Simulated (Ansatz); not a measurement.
Level of theory: Ansatz 0.2.0, DFT r2SCAN, scalar-relativistic, plane waves, PAW.

Structure of SrPt$_{5}$:

```
Sr Pt
1.0
     5.44644    0.00000    0.00000
    -2.72322    4.71675    0.00000
     0.00000    0.00000    4.36299
Sr Pt
1 5
Direct
  0.00000 0.00000 0.00000
  0.50000 0.00000 0.50000
  0.50000 0.50000 0.50000
  0.00000 0.50000 0.50000
  0.33333 0.66667 0.00000
  0.66667 0.33333 0.00000
```

Plane waves to 500 eV, a k mesh through Γ of 12×12×8 on the computed 6-atom cell and Gaussian smearing (0.10 eV); no spin polarisation.

Levels along Γ–M–K–Γ–A–L–H–A | L–M | H–K, in eV from the Fermi level, sorted by energy at each point. Points in fractions of the primitive reciprocal vectors: Γ (0.000 0.000 0.000), M (0.500 0.000 0.000), K (0.333 0.333 0.000), A (0.000 0.000 0.500), L (0.500 0.000 0.500), H (0.333 0.333 0.500).
```csv
point,"k (1/Å, with 2π)",band 46,band 47,band 48,band 49,band 50,band 51,band 52
Γ,0.000,-0.94,-0.94,0.73,0.82,0.82,0.82,1.72
-,0.095,-0.95,-0.95,0.55,0.59,0.67,0.82,1.99
-,0.190,-1.00,-0.98,0.08,0.21,0.30,0.82,2.29
-,0.285,-1.06,-1.03,-0.40,-0.28,-0.12,0.82,1.88
-,0.381,-1.15,-1.11,-0.82,-0.78,-0.50,0.82,1.53
-,0.476,-1.23,-1.20,-1.18,-1.17,-0.78,0.82,1.29
-,0.571,-1.45,-1.41,-1.28,-1.25,-0.94,0.82,1.14
M,0.666,-1.57,-1.48,-1.30,-1.25,-1.00,0.82,1.09
-,0.721,-1.57,-1.49,-1.36,-1.20,-1.00,0.81,1.00
-,0.776,-1.53,-1.51,-1.44,-1.13,-1.01,0.77,0.81
-,0.831,-1.53,-1.51,-1.42,-1.07,-1.02,0.48,0.81
-,0.886,-1.53,-1.48,-1.33,-1.04,-1.00,0.19,0.81
-,0.941,-1.51,-1.45,-1.25,-1.05,-0.95,-0.07,0.80
-,0.996,-1.49,-1.45,-1.20,-1.03,-0.93,-0.25,0.80
K,1.051,-1.47,-1.47,-1.19,-0.97,-0.97,-0.32,0.80
-,1.161,-1.56,-1.40,-1.19,-1.15,-0.80,-0.15,0.80
-,1.270,-1.56,-1.27,-1.25,-1.13,-0.60,0.19,0.81
-,1.380,-1.29,-1.20,-1.01,-0.99,-0.35,0.66,0.81
-,1.490,-1.10,-1.08,-0.62,-0.59,-0.04,0.82,1.24
-,1.600,-1.02,-0.99,-0.07,-0.02,0.30,0.82,1.90
-,1.710,-0.96,-0.95,0.48,0.53,0.63,0.82,2.06
Γ,1.820,-0.94,-0.94,0.73,0.82,0.82,0.82,1.72
-,1.923,-0.92,-0.92,0.65,0.65,0.73,0.82,1.34
-,2.025,-0.85,-0.85,0.21,0.21,0.49,0.73,0.84
-,2.128,-0.67,-0.67,-0.52,-0.36,-0.36,0.73,0.85
-,2.231,-1.15,-0.92,-0.92,-0.38,-0.38,0.73,0.87
-,2.334,-1.16,-0.80,-0.80,0.03,0.03,0.73,0.88
-,2.437,-0.72,-0.61,-0.61,0.46,0.46,0.73,0.89
A,2.540,-0.56,-0.55,-0.55,0.72,0.72,0.73,0.90
-,2.635,-0.63,-0.57,-0.55,0.48,0.57,0.72,0.93
-,2.730,-0.79,-0.63,-0.54,-0.01,0.21,0.72,0.87
-,2.825,-0.94,-0.67,-0.58,-0.50,-0.22,0.71,0.72
-,2.920,-1.06,-1.01,-0.69,-0.66,-0.40,0.49,0.70
-,3.015,-1.14,-1.05,-1.04,-0.70,-0.24,0.21,0.69
-,3.111,-1.33,-1.22,-0.84,-0.69,-0.10,-0.07,0.69
L,3.206,-1.38,-1.28,-0.69,-0.65,-0.30,0.01,0.69
-,3.261,-1.37,-1.27,-0.73,-0.64,-0.33,0.05,0.65
-,3.316,-1.36,-1.25,-0.82,-0.60,-0.41,0.17,0.55
-,3.371,-1.34,-1.21,-0.92,-0.55,-0.54,0.31,0.41
-,3.425,-1.32,-1.18,-1.02,-0.72,-0.46,0.26,0.47
-,3.481,-1.28,-1.15,-1.09,-0.89,-0.37,0.10,0.64
-,3.535,-1.25,-1.15,-1.14,-0.99,-0.27,-0.04,0.80
H,3.590,-1.22,-1.16,-1.16,-1.01,-0.16,-0.16,0.96
-,3.700,-1.24,-1.24,-1.05,-1.03,-0.28,0.06,0.58
-,3.810,-1.23,-1.22,-0.95,-0.92,-0.17,0.19,0.30
-,3.920,-1.43,-1.18,-0.80,-0.47,-0.15,0.06,0.52
-,4.030,-1.06,-0.97,-0.69,-0.40,-0.03,0.29,0.72
-,4.140,-0.87,-0.61,-0.54,-0.28,0.34,0.51,0.87
-,4.250,-0.65,-0.56,-0.56,0.39,0.61,0.66,0.94
A,4.359,-0.56,-0.55,-0.55,0.72,0.72,0.73,0.90
L,4.359,-1.38,-1.28,-0.69,-0.65,-0.30,0.01,0.69
-,4.462,-1.35,-1.35,-0.98,-0.68,-0.38,0.45,0.63
-,4.565,-1.45,-1.21,-1.14,-0.59,-0.55,0.46,1.17
-,4.668,-1.45,-1.19,-1.11,-0.77,-0.29,0.18,1.94
-,4.771,-1.39,-1.20,-1.12,-1.01,-0.20,0.11,1.86
-,4.874,-1.35,-1.32,-1.26,-1.06,-0.63,0.47,1.48
-,4.977,-1.47,-1.46,-1.27,-1.05,-1.01,0.72,1.20
M,5.080,-1.57,-1.48,-1.30,-1.25,-1.00,0.82,1.09
H,5.080,-1.22,-1.16,-1.16,-1.01,-0.16,-0.16,0.96
-,5.182,-1.16,-1.16,-1.07,-0.96,-0.30,-0.30,1.27
-,5.285,-1.15,-1.15,-0.84,-0.69,-0.52,-0.52,1.09
-,5.388,-1.14,-1.14,-0.74,-0.74,-0.72,-0.25,0.52
-,5.491,-1.14,-1.14,-0.92,-0.92,-0.68,0.00,0.17
-,5.594,-1.23,-1.23,-1.00,-1.00,-0.89,-0.27,0.50
-,5.697,-1.39,-1.33,-1.20,-0.98,-0.98,-0.32,0.72
K,5.800,-1.47,-1.47,-1.19,-0.97,-0.97,-0.32,0.80
```

Spin-orbit coupling is left out, which matters for the bands of heavy elements.

Cost: 1 run of about 6 core-minutes, on Arm Neoverse V1 (shared hosts).